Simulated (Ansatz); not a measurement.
Re (hcp, Mg type)

```yaml
crystal:
  lattice:
    - [2.75787, 0.00000, 0.00000]
    - [-1.37894, 2.38839, 0.00000]
    - [0.00000, 0.00000, 4.46284]
  atoms:
    - { symbol: Re, position: [0.33333, 0.66667, 0.75000] }
    - { symbol: Re, position: [0.66667, 0.33333, 0.25000] }
```

Grid over V/V₀ and (c/a)/(c/a)₀, subscript 0 meaning the relaxed cell; the conventional c axis lies along z; no internal relaxation.

Computed with r2SCAN (plane waves to 500 eV, PAW, scalar-relativistic; Ansatz, an electronic-structure program). k mesh 19×19×11 (Γ-centred), Fermi-Dirac smearing 0.05 eV. The energy includes the smearing's −TS. With partly filled bands, the response to shear is sensitive to the k mesh, so small differences along c/a are uncertain. Re is run without spin polarisation. Re was relaxed with its symmetry unable to fall. Spin-orbit coupling is left out, though Re is heavy. ΔE is measured from the relaxed starting cell.

Q: Estimate the ΔE (kJ/mol of atoms) for all points of the grid V/V₀ = 0.960, 0.980, 1.000, 1.020, 1.040 by (c/a)/(c/a)₀ = 0.920, 0.960, 1.000, 1.040, 1.080.

A: ΔE (kJ/mol of atoms), with V/V₀ across and (c/a)/(c/a)₀ down:

```
(c/a)/(c/a)₀ \ V/V₀  0.960  0.980  1.000  1.020  1.040
-------------------  -----  -----  -----  -----  -----
0.920                 12.5    9.8    8.6    8.8   10.3
0.960                  5.3    2.9    2.1    2.7    4.5
1.000                  3.0    0.7    0.0    0.7    2.6
1.040                  5.5    3.1    2.3    2.8    4.6
1.080                 12.7    9.9    8.8    9.0   10.5
```

(Under strain, the slope of the energy per volume gives the stress and its curvature an elastic modulus.)
